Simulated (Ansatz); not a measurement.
**Co3Sn2S2 (R-3m): electronic heat capacity from the density of states**

Method: Ansatz, DFT PBEsol, scalar-relativistic, plane waves, PAW.

Settings: cutoff 420 eV, Γ-centred mesh 12×12×12 on the computed 7-atom cell, Gaussian smearing of 0.10 eV; collinear spin from starting moments 0.35 0.35 0.35 0 0 0 0 μB.

Relaxed cell: R-3m, a = 5.293 Å, b = 5.293 Å, c = 12.974 Å, α = 90.00°, β = 90.00°, γ = 120.00°, 7 atoms in the primitive cell. Whether it is the stable form of this composition wasn't checked.

The density of states at the Fermi level is 1.713 states/eV in the cell of 7 atoms (1 formula unit; both spins, tetrahedra on a 18×18×18 mesh). The run ends with a moment of 0.94 μB a cell (largest on a site 0.32 μB), and the figure is for this state; a paramagnetic sample can have a quite different one. Another magnetic order, if the compound takes it, can change N(E_F) and the shape of the cell a good deal, and may open a gap, where γ is close to zero.

Q: What Sommerfeld coefficient does this give?

A: Per formula unit N(E_F) = 1.713 states/eV. γ = (π²/3) k_B² N(E_F) N_A = 2.357 mJ/(mol K²) per state/eV, so γ = 4.0 mJ/(mol K²), a mole of formula units. This is the bare band result: a measured γ of the same phase and magnetic order is as a rule larger by a factor 1 + λ from phonons and spin fluctuations. N(E_F) at one energy is sensitive to the mesh where the density of states has sharp peaks.

Moments started parallel, and an antiferromagnetic order may lie lower.

Only this magnetic start was tried.

Cost: 1 run of about 11 core-minutes, on Arm Neoverse V2 (shared hosts).